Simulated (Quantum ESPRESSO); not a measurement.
Kohn-Sham bands of SnO (Pmn2₁)

```xyz
4
Lattice="3.3550 0.0000 0.0000 0.0000 5.6741 0.0000 0.0000 0.0000 4.2220" Properties=species:S:1:pos:R:3 pbc="T T T"
Sn     0.0000     1.3159    -2.0555
Sn     1.6775    -1.3159     0.0555
O      0.0000    -0.6171    -1.1110
O      1.6775     0.6171     1.0000
```

Cell from Materials Project (mp-545552), symmetrised, no further relaxation. Not found in the COD (Crystallography Open Database) copy used, which has the formula in other groups; not checked further. Method: PBEsol plane waves in Quantum ESPRESSO 7.5 (PseudoDojo norm-conserving files, 68 Ry, spinors with spin-orbit coupling), Bloch states on a 6×4×6 mesh through Γ, Wannier90 4.0.1. Density: 10×6×8 mesh, cold smearing 0.01 Ry. The cell is built of weakly bound layers, chains or molecules, whose nearest atoms lie 3.86 Å apart. Database cells relaxed without dispersion often hold them too far apart, which can enlarge gaps and weakens couplings between them; spacing and stacking were not compared with the measured crystal.

The lattice is scaled uniformly by ε, fractional positions fixed (axis ratios and free coordinates are held, so this isn't the response to pressure); Kohn-Sham values from pw.x, the row at -1.5 % withheld:

| ε (%) | gap (eV) | width of the top valence group (eV) | direct gap at Γ (eV) | direct gap at X (eV) |
|---|---|---|---|---|
| -3.0 | 1.089 | 8.706 | 2.619 | 3.841 |
| -1.5 | ? | ? | ? | ? |
| 0.0 | 1.215 | 8.084 | 2.582 | 3.735 |
| 1.5 | 1.271 | 7.809 | 2.568 | 3.683 |
| 3.0 | 1.323 | 7.554 | 2.552 | 3.631 |

Q: Fit y = y₀ + bε + cε² to the rows at -3.0, 0 and 3.0 %, check it on the fourth row, and predict the withheld one.

A: 
- gap (eV): b = (1.323 − 1.089)/6 = 0.0390, c = (1.323 + 1.089 − 2×1.215)/18 = -0.00100. Check at 1.5 %: 1.271 for 1.271. Prediction 1.154; the run gives 1.155.
- width of the top valence group (eV): b = (7.554 − 8.706)/6 = -0.1920, c = (7.554 + 8.706 − 2×8.084)/18 = 0.00511. Check at 1.5 %: 7.807 for 7.809. Prediction 8.383; the run gives 8.382.
- direct gap at Γ (eV): b = (2.552 − 2.619)/6 = -0.0112, c = (2.552 + 2.619 − 2×2.582)/18 = 0.00039. Check at 1.5 %: 2.566 for 2.568. Prediction 2.600; the run gives 2.598.
- direct gap at X (eV): b = (3.631 − 3.841)/6 = -0.0350, c = (3.631 + 3.841 − 2×3.735)/18 = 0.00011. Check at 1.5 %: 3.683 for 3.683. Prediction 3.788; the run gives 3.787.
